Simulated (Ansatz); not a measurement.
Theory: Ansatz 0.2.0, DFT PBE, scalar-relativistic, plane waves, PAW. All cells share a 420 eV cutoff and Γ-centred k meshes spaced at most about 0.3 Å⁻¹ (2π included). No spin polarisation in the final relaxations.

These are static total energies at zero pressure. All come from trial cells, and lower structures may exist.

Problem. These unrelaxed guesses for Ga3AsP2 are each relaxed within their symmetry. Order them by the energy at which they end, lowest first.
A.

```cif
data_structure
_symmetry_space_group_name_H-M 'P6_3mc'
_symmetry_Int_Tables_number 186
_cell_length_a 3.8218
_cell_length_b 3.8218
_cell_length_c 18.9082
_cell_angle_alpha 90.000
_cell_angle_beta 90.000
_cell_angle_gamma 120.000
_cell_volume 239.17
loop_
_atom_site_label
_atom_site_type_symbol
_atom_site_symmetry_multiplicity
_atom_site_Wyckoff_symbol
_atom_site_fract_x
_atom_site_fract_y
_atom_site_fract_z
_atom_site_occupancy
Ga1 Ga 2 b 0.33333 0.66667 0.33333 1
Ga2 Ga 2 b 0.33333 0.66667 0.66666 1
Ga3 Ga 2 b 0.33333 0.66667 0.99999 1
P1 P 2 b 0.33333 0.66667 0.12467 1
P2 P 2 b 0.33333 0.66667 0.79134 1
As1 As 2 b 0.33333 0.66667 0.45801 1
```

B.

```cif
data_structure
_symmetry_space_group_name_H-M 'P3m1'
_symmetry_Int_Tables_number 156
_cell_length_a 3.8343
_cell_length_b 3.8343
_cell_length_c 9.3922
_cell_angle_alpha 90.000
_cell_angle_beta 90.000
_cell_angle_gamma 120.000
_cell_volume 119.58
loop_
_atom_site_label
_atom_site_type_symbol
_atom_site_symmetry_multiplicity
_atom_site_Wyckoff_symbol
_atom_site_fract_x
_atom_site_fract_y
_atom_site_fract_z
_atom_site_occupancy
Ga1 Ga 1 a 0.00000 0.00000 0.00000 1
Ga2 Ga 1 b 0.33333 0.66667 0.66667 1
Ga3 Ga 1 c 0.66667 0.33333 0.33333 1
P1 P 1 c 0.66667 0.33333 0.58333 1
P2 P 1 a 0.00000 0.00000 0.25000 1
As1 As 1 b 0.33333 0.66667 0.91667 1
```

Solution. B (ends in P3m1, 0 meV/atom), A (ends in P6_3mc, 10 meV/atom).

Cells relaxed within their symmetry can be saddle points. Some structure types and database cells were kept out of the candidates from the start, so a known form may be missing.
